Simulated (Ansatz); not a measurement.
The relaxed structure here is a generated cell of Nb: the first start was made by placing the elements on the sites of a structure type, and the end was not matched to a known phase here, so it may be hypothetical. Known forms of Nb include space group No. 229.

A relaxed cell of Nb (Cmcm (No. 63)), relaxed on a k-mesh at least as fine as the one used below. The numbers are results of r2SCAN (plane waves to 500 eV, PAW, scalar-relativistic; Ansatz, a first-principles code), not measurements. Γ-centred k-mesh 13×13×7 on the run's cell (coarser than for final values), Fermi–Dirac smearing 0.05 eV.

```
CELL_PARAMETERS angstrom
      1.32039    -2.80077     0.00000
      1.32039     2.80077     0.00000
      0.00000     0.00000     4.99738
ATOMIC_POSITIONS crystal
  Nb 0.86616 0.13384 0.25000
  Nb 0.13384 0.86616 0.75000
```

The atoms are displaced along an unstable phonon of this cell by (Å):

```csv
atom,ux,uy,uz
Nb1,-0.150,0.000,0.000
Nb2,0.150,0.000,0.000
```

What forces (eV/Å) and pressure result?


```json
[
 {"atom": "Nb1", "Fx": "-0.43", "Fy": "-0.10", "Fz": "0.00"},
 {"atom": "Nb2", "Fx": "0.43", "Fy": "0.10", "Fz": "0.00"}
]
```

Pressure -0.6 GPa.

Estimate the energy cost of the displacement in the harmonic approximation and compare with the calculation.

For a harmonic well ΔE = −½ Σ F·u = -0.064 eV a cell, or -32 meV/atom. The calculated energy relative to the undisplaced cell is -0.04 eV/atom, so the harmonic estimate holds well.

The undisplaced cell is probably no minimum: from this displacement the run went on to Im-3m (No. 229), 0.18 eV/atom below it.

No spin polarisation in the result.
